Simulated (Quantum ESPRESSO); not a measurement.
PtS₂ is modelled in the trigonal space group P-3m1 (No. 164), the CdI2 type structure, Pearson symbol hP3. Cell: a = b = 3.549 Å, c = 5.597 Å, α = β = 90.00°, γ = 120.00°. S on 2d sees 3 Pt at 2.391 Å (trigonal pyramidal). Pt on 1a is coordinated by 6 S at 2.391 Å (octahedral). (Neighbours: up to the widest gap in distance over summed covalent radii, below 1.35, at either atom; cation-cation contacts left out.)

The geometry is that of Materials Project entry mp-762, symmetrised and not relaxed again.

Task: What does PBE (pw.x of Quantum ESPRESSO, ONCV potentials, scalar-relativistic) give for the electronic structure near the Fermi level?

Result: The PBE gap is 1.22 eV; at least one edge lies off the plotted path, at a point of the SCF mesh. The smallest direct gap is 1.25 eV. Without spin-orbit coupling, band edges of such heavy elements can be off by tenths of an eV.

The distance between layers or molecules is the database entry's, not relaxed here. Functionals without dispersion can leave it too large, which widens gaps and weakens the response across layers: the numbers belong to this cell.
